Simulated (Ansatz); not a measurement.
The cell below belongs to a search over invented structures; it isn't taken from experiment.

Input and command of a plane-wave DFT calculation in Ansatz:

```yaml
crystal:
  lattice:
    - [5.0064321988, -0.0500343968, 0.0089318367]
    - [-0.0500343968, 4.9295893087, -0.0805004796]
    - [0.0089318367, -0.0805004796, 5.0429377778]
  atoms:
    - { symbol: Cd, position: [0.7470438192, 0.2771461317, 0.2831838539] }
    - { symbol: Cd, position: [0.2710953505, 0.7252323704, 0.2809016425] }
    - { symbol: Cd, position: [0.2701243397, 0.2644110418, 0.7296055832] }
    - { symbol: Cd, position: [0.7134842148, 0.7248570573, 0.7321813041] }
    - { symbol: O, position: [0.0061643636, -0.009502112, 0.4967153743] }
    - { symbol: O, position: [0.4966883574, -0.0062770814, -0.0132889964] }
    - { symbol: O, position: [-0.0046004452, 0.5241325922, -0.0092987617] }
basis:
  ecutwfc: 420
kpoints:
  mp_grid: { grid: [4, 4, 4] }
hamiltonian:
  xc: pbe
scf:
  occupations: { method: gaussian, width: 0.1 }
  lower_state_search: "off"
output:
  forces: true
  stress: true
  eigenvalues: true
relax:
  adjacent_minimum: "off"
  f_tol: 0.025
  max_steps: 60
  cell: { stress_tol: 0.25 }
```

```bash
ansatz run input.yaml --threads 1 --pin off --max-ram 2560MiB --backend cpu --events-out ev --progress --plain --runs-dir out
```

Processor: Arm Neoverse V2, 1 thread, on a host shared with other jobs.

How long does it run, and how much memory does it take?

About 120 s, peak memory 0.45 GiB. It solves 59 bands at 36 k points (after reduction by symmetry) with about 2327 plane waves (on the last cell), in 37 SCF iterations over 5 ionic steps.
